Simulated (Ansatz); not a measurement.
Data:

SrTiO₃:
```
CELL_PARAMETERS angstrom
      3.90754     0.00000     0.00000
      0.00000     3.90754     0.00000
      0.00000     0.00000     3.90754
ATOMIC_POSITIONS crystal
  Sr 0.00000 0.00000 0.00000
  Ti 0.50000 0.50000 0.50000
  O  0.50000 0.00000 0.50000
  O  0.00000 0.50000 0.50000
  O  0.50000 0.50000 0.00000
```

This is the r²SCAN-relaxed structure.

Problem. All from DFT-r²SCAN in the program Ansatz with PAW potentials, unless another level is named. Predict the electron effective mass with spin–orbit coupling, band 1 of 2 at the edge.

Solution. 1.1 along [100], 0.79 along [110], 0.65 along [111] (mₑ).

Problem. Next, the gap with spin–orbit coupling?

Solution. 2.25 eV.

Problem. Predict the electron effective mass, band 1 of 3 at the edge.

Solution. 6.7 along [100], 0.91 along [110], 0.71 along [111] (mₑ).

Problem. Next, the electron effective mass, band 2 of 3 at the edge?

Solution. 0.41 along [100], 0.68 along [110], 0.56 along [111] (mₑ).

Problem. Predict the HSE06 gap on the r²SCAN cell.

Solution. 3.32 eV.

Space group Pm-3m (cubic perovskite). The r²SCAN relaxation kept the symmetry of its start. At this level the phase is dynamically unstable (imaginary phonons). No spin polarisation was allowed. Spin–orbit coupling is left out wherever it is not named.

Potentials: the earlier of the program's two PAW sets.
